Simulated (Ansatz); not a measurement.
Nuclear-site quantities of Sn as the cell is scaled

```
Sn
1.0
     0.00000    3.24560    3.24560
     3.24560    0.00000    3.24560
     3.24560    3.24560    0.00000
Sn
2
Cartesian
  3.2456 3.2456 3.2456
  4.8684 4.8684 4.8684
```

Atom numbers follow the list: Sn1, Sn2.

The cell is COD entry 9008568, as deposited and not checked against the literature; nothing was relaxed.

No spin–orbit coupling, which matters for the heavy atoms here.

Computed with DFT, PBEsol, all-electron PAW with datasets made for the crystal, scalar-relativistic in Ansatz 0.2.0.

Sampling and basis: a Γ-centred 11×11×11 k mesh, Fermi–Dirac smearing of 0.05 eV, cutoff 240 eV (chosen by the program for this cell), no spin polarisation.

The contact density is the mean electron density over the nuclear volume; its changes set Mössbauer isomer shifts. Changes below are taken from the unscaled cell, where it is 1.23449e+06 e/Å³ at Sn1.

The datasets are made afresh for each cell, so very small changes are uncertain.

Question: Does compression raise or lower the contact density at Sn1?

Answer: It lowers it, by 11.44 e/Å³ over the whole range.

Question: Tabulate the changes with volume.

Answer: 
| V/V(cell) | P (GPa) | Δρ(0) Sn1 (e/Å³) |
| --- | --- | --- |
| 0.9400 | 4.3 | -5.65 |
| 0.9600 | 3.1 | -3.92 |
| 0.9800 | 2.0 | -2.11 |
| 0.9900 | 1.5 | -1.06 |
| 1.0000 | 1.0 | 0.00 |
| 1.0100 | 0.5 | 1.00 |
| 1.0200 | 0.1 | 2.00 |
| 1.0400 | -0.7 | 3.79 |
| 1.0600 | -1.3 | 5.79 |
